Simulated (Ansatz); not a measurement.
CaO with potassium replacing Ca: a run for the field gradients

```yaml
crystal:
  lattice:
    - [0.0, 7.2195, 7.2195]
    - [7.2195, 0.0, 7.2195]
    - [7.2195, 7.2195, 0.0]
  atoms:
    - { symbol: K, position: [0.0, 0.0, 0.0] }
    - { symbol: Ca, position: [0.0, 0.0, 0.3333333333] }
    - { symbol: Ca, position: [0.0, 0.0, 0.6666666667] }
    - { symbol: Ca, position: [0.0, 0.3333333333, 0.0] }
    - { symbol: Ca, position: [0.0, 0.3333333333, 0.3333333333] }
    - { symbol: Ca, position: [0.0, 0.3333333333, 0.6666666667] }
    - { symbol: Ca, position: [0.0, 0.6666666667, 0.0] }
    - { symbol: Ca, position: [0.0, 0.6666666667, 0.3333333333] }
    - { symbol: Ca, position: [0.0, 0.6666666667, 0.6666666667] }
    - { symbol: Ca, position: [0.3333333333, 0.0, 0.0] }
    - { symbol: Ca, position: [0.3333333333, 0.0, 0.3333333333] }
    - { symbol: Ca, position: [0.3333333333, 0.0, 0.6666666667] }
    - { symbol: Ca, position: [0.3333333333, 0.3333333333, 0.0] }
    - { symbol: Ca, position: [0.3333333333, 0.3333333333, 0.3333333333] }
    - { symbol: Ca, position: [0.3333333333, 0.3333333333, 0.6666666667] }
    - { symbol: Ca, position: [0.3333333333, 0.6666666667, 0.0] }
    - { symbol: Ca, position: [0.3333333333, 0.6666666667, 0.3333333333] }
    - { symbol: Ca, position: [0.3333333333, 0.6666666667, 0.6666666667] }
    - { symbol: Ca, position: [0.6666666667, 0.0, 0.0] }
    - { symbol: Ca, position: [0.6666666667, 0.0, 0.3333333333] }
    - { symbol: Ca, position: [0.6666666667, 0.0, 0.6666666667] }
    - { symbol: Ca, position: [0.6666666667, 0.3333333333, 0.0] }
    - { symbol: Ca, position: [0.6666666667, 0.3333333333, 0.3333333333] }
    - { symbol: Ca, position: [0.6666666667, 0.3333333333, 0.6666666667] }
    - { symbol: Ca, position: [0.6666666667, 0.6666666667, 0.0] }
    - { symbol: Ca, position: [0.6666666667, 0.6666666667, 0.3333333333] }
    - { symbol: Ca, position: [0.6666666667, 0.6666666667, 0.6666666667] }
    - { symbol: O, position: [0.1666666667, 0.1666666667, 0.1666666667] }
    - { symbol: O, position: [0.1666666667, 0.1666666667, 0.5] }
    - { symbol: O, position: [0.1666666667, 0.1666666667, 0.8333333333] }
    - { symbol: O, position: [0.1666666667, 0.5, 0.1666666667] }
    - { symbol: O, position: [0.1666666667, 0.5, 0.5] }
    - { symbol: O, position: [0.1666666667, 0.5, 0.8333333333] }
    - { symbol: O, position: [0.1666666667, 0.8333333333, 0.1666666667] }
    - { symbol: O, position: [0.1666666667, 0.8333333333, 0.5] }
    - { symbol: O, position: [0.1666666667, 0.8333333333, 0.8333333333] }
    - { symbol: O, position: [0.5, 0.1666666667, 0.1666666667] }
    - { symbol: O, position: [0.5, 0.1666666667, 0.5] }
    - { symbol: O, position: [0.5, 0.1666666667, 0.8333333333] }
    - { symbol: O, position: [0.5, 0.5, 0.1666666667] }
    - { symbol: O, position: [0.5, 0.5, 0.5] }
    - { symbol: O, position: [0.5, 0.5, 0.8333333333] }
    - { symbol: O, position: [0.5, 0.8333333333, 0.1666666667] }
    - { symbol: O, position: [0.5, 0.8333333333, 0.5] }
    - { symbol: O, position: [0.5, 0.8333333333, 0.8333333333] }
    - { symbol: O, position: [0.8333333333, 0.1666666667, 0.1666666667] }
    - { symbol: O, position: [0.8333333333, 0.1666666667, 0.5] }
    - { symbol: O, position: [0.8333333333, 0.1666666667, 0.8333333333] }
    - { symbol: O, position: [0.8333333333, 0.5, 0.1666666667] }
    - { symbol: O, position: [0.8333333333, 0.5, 0.5] }
    - { symbol: O, position: [0.8333333333, 0.5, 0.8333333333] }
    - { symbol: O, position: [0.8333333333, 0.8333333333, 0.1666666667] }
    - { symbol: O, position: [0.8333333333, 0.8333333333, 0.5] }
    - { symbol: O, position: [0.8333333333, 0.8333333333, 0.8333333333] }
total_charge: -1
kpoints:
  mp_grid: { grid: [2, 2, 2] }
scf:
  occupations: { method: fermi_dirac, width: 0.01 }
  max_iter: 80
hamiltonian:
  xc: pbe
  pseudopotentials: { kind: paw }
output:
  forces: true
  stress: true
  populations: true
  efg:
    quadrupole_moments_barn: { K: 0.0603, Ca: -0.0408, O: -0.02558 }
    contact_densities: true
basis:
  ecutrho_ratio: 0
```

```sh
ansatz run input.yaml --threads 1 --pin off --max-ram 3072MiB --backend cpu --events-out ev --progress --plain --runs-dir out
```

(1) Does this calculation finish, and if not, why?

Answers

(1) The program refused the input. The input holds a density cutoff far too low. The program says:

```
Error: invalid value for `basis.ecutrho_ratio`: must be in [1, 1024]; got 0
```

Against a sound input the change was `basis.ecutrho_ratio`: not typed → 0; `scf.max_iter`: not typed → 80.

With the sound settings the run converges and gives V_zz (10²¹ V/m²) Ca2 0.42 (η 0.29), Ca5 -0.012 (η 0.00), Ca15 -0.68 (η 0.00), O28 -0.19 (η 0.00), O30 -1.91 (η 0.00), O32 -0.29 (η 0.38), and under 0.004 at the other sites; a site carries the number of its first atom in the input. The defect repeats with the cell of 54 atoms, so it feels its images: sites between two images don't show the values beside a lone defect, and zeros or small values of η there can come from the images' arrangement. A uniform background compensates the cell's charge. The neighbours have not yet relaxed around the defect (largest force 1.9 eV/Å), so a real crystal will differ.
